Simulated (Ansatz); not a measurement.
**InGa₃As₂: computed properties**

Theory: DFT PBE, scalar-relativistic, plane waves, PAW (Ansatz 0.2.0).

Cutoff 420 eV; k points 12×12×4 on the computed 6-atom cell (Γ-centred); Gaussian smearing, width 0.10 eV; no spin polarisation.

The structure is relaxed at this level of theory with its symmetry kept, and needn't be the ground state of this composition.

```yaml
crystal:
  lattice:
    - [3.32841, 0.00000, 0.00000]
    - [0.00000, 3.32841, 0.00000]
    - [0.00000, 0.00000, 11.29799]
  atoms:
    - { symbol: In, position: [0.00000, 0.00000, 0.00000] }
    - { symbol: Ga, position: [0.50000, 0.50000, 0.19330] }
    - { symbol: Ga, position: [0.50000, 0.50000, 0.50000] }
    - { symbol: Ga, position: [0.50000, 0.50000, 0.80670] }
    - { symbol: As, position: [0.00000, 0.00000, 0.33017] }
    - { symbol: As, position: [0.00000, 0.00000, 0.66983] }
```

Problem. Formation energy from the elements' standard states (uncorrected)?

Solution. +0.108 eV/atom.

Problem. Kohn–Sham band gap?

Solution. none (metal).

Problem. Density of states at the Fermi level?

Solution. 2.7 states/eV per cell.

Problem. Orbital (Löwdin) character within 0.5 eV of the Fermi level?

Solution. As 4p 44 %, Ga 4p 25 %, Ga 4s 13 %, In 5p 9 %.

Problem. Bader charge by site (e)?

Solution. In (1 in the cell) 0.17, Ga (2 in the cell) 0.20, Ga (1 in the cell) 0.38, As (2 in the cell) -0.48.

The cell was found from a structure generator's guess, not taken from experiment. Löwdin shares on free-atom orbitals overweight diffuse shells.
